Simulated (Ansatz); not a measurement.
KCdCO3F:
```yaml
crystal:
  lattice:
    - [5.13210, 0.00000, 0.00000]
    - [-2.56605, 4.44453, 0.00000]
    - [0.00000, 0.00000, 4.48906]
  atoms:
    - { symbol: K, position: [0.00000, 0.00000, 0.00000] }
    - { symbol: Cd, position: [0.66667, 0.33333, 0.50000] }
    - { symbol: C, position: [0.33333, 0.66667, 0.50000] }
    - { symbol: F, position: [0.66667, 0.33333, 0.00000] }
    - { symbol: O, position: [0.18786, 0.37572, 0.50000] }
    - { symbol: O, position: [0.18786, 0.81214, 0.50000] }
    - { symbol: O, position: [0.62428, 0.81214, 0.50000] }
```

Relaxed with PBE.

Question: Map the valence electron density (e/Å³), cut off at 2 on the plane through (0.000, 0.000, 0.000) spanned by u = [0, 0, 1] and v = [1, -1, 0] in lattice vectors, from plane-wave PAW PBE (Ansatz code).

Answer: x is the fraction of u, y of v (the angle between them is 90°; rows are the nearest grid lines); atoms in the plane: K at (0.00, 0.00), Cd at (0.50, 0.67), C at (0.50, 0.33), F at (0.00, 0.67), O at (0.50, 0.19).
```
y \ x   0.000  0.0909  0.182  0.273  0.364  0.455  0.545  0.636  0.727  0.818  0.909   1.00
------  -----  ------  -----  -----  -----  -----  -----  -----  -----  -----  -----  -----
1.00     2.00    2.00   1.07  0.129  0.031  0.027  0.027  0.031  0.129   1.07   2.00   2.00
0.925    1.99    1.26  0.320  0.065  0.042  0.054  0.054  0.042  0.065  0.320   1.26   1.99
0.850   0.085   0.064  0.035  0.032  0.053  0.078  0.078  0.053  0.032  0.035  0.064  0.085
0.775   0.289   0.196  0.091  0.090  0.248  0.583  0.583  0.248  0.090  0.091  0.196  0.289
0.700    2.00    2.00  0.533  0.427   2.00   2.00   2.00   2.00  0.427  0.533   2.00   2.00
0.625    2.00    2.00  0.464  0.378   2.00   2.00   2.00   2.00  0.378  0.464   2.00   2.00
0.550   0.194   0.138  0.071  0.076  0.191  0.401  0.401  0.191  0.076  0.071  0.138  0.194
0.450   0.006   0.008  0.019  0.059  0.160  0.292  0.292  0.160  0.059  0.019  0.008  0.006
0.375   0.003   0.007  0.030  0.144  0.615   1.45   1.45  0.615  0.144  0.030  0.007  0.003
0.300   0.003   0.007  0.032  0.161  0.730   1.84   1.84  0.730  0.161  0.032  0.007  0.003
0.225   0.006   0.011  0.042  0.218   1.25   2.00   2.00   1.25  0.218  0.042  0.011  0.006
0.150   0.072   0.058  0.057  0.199   1.14   2.00   2.00   1.14  0.199  0.057  0.058  0.072
0.0750   1.99    1.26  0.325  0.086  0.114  0.204  0.204  0.114  0.086  0.325   1.26   1.99
0.000    2.00    2.00   1.07  0.129  0.031  0.027  0.027  0.031  0.129   1.07   2.00   2.00
```

The density is the valence pseudo-density with augmentation charge, so density and ELF within about 1 Å of a nucleus are not all-electron values.

Space group P-6m2. The workflow started from an entry of the Crystallography Open Database (COD, 293 K), which files this formula under 2 space groups. Whether it is the stable phase at ambient conditions was not checked. The PBE relaxation kept the symmetry of its start. At this level the phase is dynamically unstable (imaginary phonons).

Potentials: the later of the program's two PAW sets.
